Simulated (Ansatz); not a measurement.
InSb in space group I-4m2 (No. 119; In on 2d, Sb on 2a) under volume change, r²SCAN (plane waves, PAW; program Ansatz), shape and atoms relaxed at each volume.

```json
[
 {"V (Å³/atom)": "25.925", "E − E(relaxed) (meV/atom)": "17.4", "P (GPa)": "3.67"},
 {"V (Å³/atom)": "26.753", "E − E(relaxed) (meV/atom)": "3.8", "P (GPa)": "1.65"},
 {"V (Å³/atom)": "27.580", "E − E(relaxed) (meV/atom)": "0.0", "P (GPa)": "-0.07"},
 {"V (Å³/atom)": "28.408", "E − E(relaxed) (meV/atom)": "3.9", "P (GPa)": "-1.48"},
 {"V (Å³/atom)": "29.235", "E − E(relaxed) (meV/atom)": "14.7", "P (GPa)": "-2.66"}
]
```

What does a third-order Birch–Murnaghan fit give for V₀, B₀ and B′?

V₀ = 27.55 Å³/atom, B₀ = 51.9 GPa, B′ = 5.0.

The first step of the workflow began from a Materials Project structure, measured or hypothetical; the Crystallography Open Database copy checked does not list it. It is not the phase usual at ambient conditions (space group No. 216). The cell keeps a stress of up to 0.2 GPa. The r²SCAN relaxation kept the symmetry of its start; its stability against distortions is not shown here. Scalar-relativistic: spin–orbit coupling is off unless named, which matters more the heavier the elements.

Potentials: the later of the program's two PAW sets.
